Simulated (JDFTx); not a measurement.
An input for a modified build of JDFTx (C2H5N, charge -1, multiplicity 2, CANDLE, acetonitrile, 1 M NaF; bohr, hartree) and the course of its log:

```
lattice \
  24.5664396201 0.0000000000 0.0000000000 \
  0.0000000000 20.7869873709 0.0000000000 \
  0.0000000000 0.0000000000 20.7869873709
coords-type Cartesian
ion C -2.5542650973 0.3987170174 -0.0003664121 0
ion N -0.1755133567 1.6719873680 -0.0004302574 0
ion C 1.8417100692 0.4444566251 -0.0003591079 0
ion H -3.6058339763 1.0120346192 1.6626103603 0
ion H -3.6064517829 1.0129306152 -1.6626103603 0
ion H -2.3964519105 -1.6719873680 -0.0009142935 0
ion H 1.9561176618 -1.6262904791 -0.0003383438 0
ion H 3.6064517829 1.4690340225 -0.0003364693 0
ion-species pseudo/c_pbe_v1.2.upf
ion-species pseudo/n_pbe_v1.2.upf
ion-species pseudo/h_pbe_v1.4.upf
elec-cutoff 20 100
elec-ex-corr gga-PBE
symmetries none
elec-n-bands 10
spintype z-spin
elec-initial-magnetization 1 yes
elec-initial-charge +1
electronic-scf nIterations 100 energyDiffThreshold 1e-8
fluid LinearPCM
pcm-variant CANDLE
fluid-solvent CH3CN
fluid-cation Na+ 1
fluid-anion F- 1
fluid-minimize nIterations 400 knormThreshold 1e-11
wavefunction read s0.wfns
dump-name s1.$VAR
dump End State Ecomponents EigStats BandEigs Forces ElecDensity IonicPositions FluidDebug
```

```
[one cycle in 5 is shown, and the last three; fluid-solver lines are left out]
SCF: Cycle:  0   Etot: -24.349643717359566   dEtot: -3.499e-03   |Residual|: 5.068e-02   |deigs|: 4.576e-03
SCF: Cycle:  5   Etot: -24.356651937156364   dEtot: -5.337e-04   |Residual|: 1.359e-02   |deigs|: 3.330e-03
SCF: Cycle: 10   Etot: -24.359247863383640   dEtot: -6.396e-04   |Residual|: 2.377e-02   |deigs|: 8.500e-04
SCF: Cycle: 15   Etot: -24.360377264884892   dEtot: +3.743e-04   |Residual|: 6.127e-02   |deigs|: 2.634e-04
SCF: Cycle: 20   Etot: -24.355452039074443   dEtot: -1.400e-06   |Residual|: 8.508e-02   |deigs|: 1.051e-03
SCF: Cycle: 25   Etot: -24.359226186062244   dEtot: -1.661e-03   |Residual|: 7.305e-02   |deigs|: 4.686e-03
SCF: Cycle: 30   Etot: -24.366086659411685   dEtot: -4.250e-04   |Residual|: 6.644e-03   |deigs|: 2.823e-03
SCF: Cycle: 35   Etot: -24.367236851268881   dEtot: -1.188e-04   |Residual|: 2.802e-03   |deigs|: 1.596e-04
SCF: Cycle: 40   Etot: -24.367829824149613   dEtot: -5.656e-05   |Residual|: 1.386e-03   |deigs|: 3.582e-04
SCF: Cycle: 45   Etot: -24.367970440756782   dEtot: -1.594e-05   |Residual|: 5.862e-04   |deigs|: 2.876e-04
SCF: Cycle: 50   Etot: -24.368002301821019   dEtot: -5.037e-06   |Residual|: 4.677e-04   |deigs|: 1.872e-04
SCF: Cycle: 55   Etot: -24.368021951985249   dEtot: -3.439e-06   |Residual|: 2.016e-04   |deigs|: 1.365e-04
SCF: Cycle: 60   Etot: -24.368032519852054   dEtot: -1.530e-06   |Residual|: 1.387e-04   |deigs|: 5.040e-05
SCF: Cycle: 65   Etot: -24.368033488738178   dEtot: -1.496e-08   |Residual|: 2.351e-04   |deigs|: 1.658e-04
SCF: Cycle: 70   Etot: -24.368033841838344   dEtot: -3.142e-07   |Residual|: 1.720e-04   |deigs|: 1.993e-04
SCF: Cycle: 75   Etot: -24.368032246286209   dEtot: +1.827e-06   |Residual|: 1.788e-04   |deigs|: 1.901e-04
SCF: Cycle: 80   Etot: -24.368033497595874   dEtot: -5.489e-07   |Residual|: 1.282e-04   |deigs|: 1.143e-05
SCF: Cycle: 85   Etot: -24.368034403907835   dEtot: -6.725e-08   |Residual|: 7.521e-05   |deigs|: 1.168e-05
SCF: Cycle: 90   Etot: -24.368034880285769   dEtot: -1.066e-07   |Residual|: 4.528e-05   |deigs|: 4.679e-06
SCF: Cycle: 95   Etot: -24.368035003535908   dEtot: -1.502e-08   |Residual|: 3.816e-05   |deigs|: 5.805e-06
SCF: Cycle: 97   Etot: -24.368034980181527   dEtot: +2.528e-08   |Residual|: 5.796e-05   |deigs|: 7.985e-06
SCF: Cycle: 98   Etot: -24.368035001924945   dEtot: -2.174e-08   |Residual|: 5.459e-05   |deigs|: 1.191e-05
SCF: Cycle: 99   Etot: -24.368034990440815   dEtot: +1.148e-08   |Residual|: 4.903e-05   |deigs|: 8.467e-06
SCF: None of the convergence criteria satisfied after 100 iterations.
IonicMinimize: Iter:   0  Etot: -24.368034990440815  |grad|_K:  0.000e+00
IonicMinimize: Converged (|grad|_K<1.000000e-04).
```

This run gave no converged result. The loop ran out of cycles short of its threshold. It has stalled and not diverged: the last ten energies span 1e-07 Ha, so the total is near its end, but levels, forces and the chemical potential aren't shown converged.
